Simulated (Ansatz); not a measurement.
Theory: DFT PBE, scalar-relativistic, plane waves, PAW (Ansatz). Settings: cutoff 420 eV, Γ-centred meshes spaced at most about 0.3 Å⁻¹, and about 0.25 Å⁻¹ or finer for metals (2π included), Gaussian smearing. No spin polarisation in the final relaxations.

All energies are static (0 K, no zero-point motion). All come from trial cells, and lower structures may exist.

Problem. These unrelaxed guesses for NaBe2 are each relaxed within their symmetry. Order them by the energy at which they end, lowest first.
A.

```
Na Be
1.0
     2.72173    0.00000    0.00000
    -1.36087    2.35709    0.00000
     0.00000    0.00000    4.86897
Na Be
1 2
Direct
  0.00000 0.00000 0.00000
  0.33333 0.66667 0.25000
  0.66667 0.33333 0.75000
```

B.

```
Na Be
1.0
     3.12930    0.00000    0.00000
    -1.56465    2.71005    0.00000
     0.00000    0.00000    3.47546
Na Be
1 2
Direct
  0.00000 0.00000 0.00000
  0.33333 0.66667 0.50000
  0.66667 0.33333 0.50000
```

Solution. A (ends in P-3m1, 0 meV/atom), B (ends in P6/mmm, AlB2 type, 172 meV/atom). Even the lowest end lies +0.67 eV/atom against the elements.

Cells relaxed within their symmetry can be saddle points. Some candidate types were left out of the draw beforehand, so a known form may be missing.
